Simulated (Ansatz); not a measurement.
The relaxed structure here is a generated cell of B: the first start was made by placing the elements on the sites of a structure type, and the end was not matched to a known phase here, so it may be hypothetical.

One starting cell of B (a generated trial cell of B in the simple-cubic structure type) was relaxed twice with Ansatz (plane waves, PAW, scalar-relativistic): with r2SCAN at 500 eV and with PBE at 420 eV. The r2SCAN result:

```yaml
crystal:
  lattice:
    - [1.88597, 0.00000, 0.00000]
    - [0.00000, 1.88597, 0.00000]
    - [0.00000, 0.00000, 1.88597]
  atoms:
    - { symbol: B, position: [0.00000, 0.00000, 0.00000] }
```

```
quantity                          r2SCAN    PBE
--------------------------------  ------  -----
space group                        Pm-3m  Pm-3m
volume (Å³/atom)                    6.71   6.70
a (Å)                              1.886  1.885
gap (eV, no spin-orbit coupling)    0.00   0.00
```

Both levels end in the same structure; PBE's volume is within 0.5 % of r2SCAN's. Neither column is exact.

No spin polarisation in the result. The relaxed primitive cell holds an odd number of electrons. A magnetic state may lie lower.

The run could not lose the symmetry of its start, so the end can be a saddle point.

Ansatz is a first-principles code.
